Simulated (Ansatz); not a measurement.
Starting cell, InP (zinc blende):

```xyz
4
Lattice="0.0000 5.9070 5.9070 2.9535 2.9535 5.9070 2.9535 2.9535 0.0000" Properties=species:S:1:pos:R:3 pbc="T T T"
P      4.4303     4.4303     4.4303
P      4.4303     7.3838     7.3838
In     0.0000     0.0000     0.0000
In     2.9535     5.9070     8.8605
```

The atoms are displaced by Q × the pattern below (from a DFPT mode at X = (0.5, 0.5, 0.0), largest move 1; Q in Å), at fixed cell. (q is in reciprocal vectors of the primitive cell; the cell shown is doubled to hold the pattern.)

| atom | x | y | z |
|---|---|---|---|
| P1 | 0.000 | 0.000 | 1.000 |
| P2 | 0.000 | 0.000 | -1.000 |

Atoms not listed stay in place.

The numbers are results of r2SCAN (plane waves to 500 eV, PAW, scalar-relativistic; Ansatz, a program for electronic structure), not measurements. k mesh 10×10×10 (Γ-centred), Fermi-Dirac smearing 0.05 eV. The energy includes the smearing's −TS. Compression counts positive. InP was relaxed with its symmetry unable to fall. The zero of ΔE is the undisplaced structure.

```tsv
Q (Å)	ΔE (meV/cell)	P (GPa)	−dE/dQ from forces (eV/Å)
-0.180	384	1.10	4.234
-0.150	267	0.77	3.544
-0.120	171	0.49	2.845
-0.090	96	0.28	2.140
-0.060	43	0.12	1.429
-0.030	11	0.03	0.715
0.000	0	0.00	0.000
0.030	11	0.03	-0.715
0.060	43	0.12	-1.429
0.090	96	0.28	-2.140
0.120	171	0.49	-2.845
0.150	267	0.77	-3.544
0.180	384	1.10	-4.234
```

Summary:

Energy at Q = 0.180 Å: 384 meV/cell
Space group of the distorted cell: P-4m2 (No. 115), lowered from F-43m
Symmetry of the curve: even: the same for both signs
Shape of the curve: a single well with its minimum at or next to zero displacement
Harmonic wavenumber from the curvature (finite differences): 324 cm⁻¹
Wavenumber by perturbation theory (DFPT, on another k mesh): 324 cm⁻¹

The 13 points together took roughly 16 core-minutes.

(A displaced cell: forces are minus the slopes of the energy, force constants its curvatures, and phonons follow from these.)
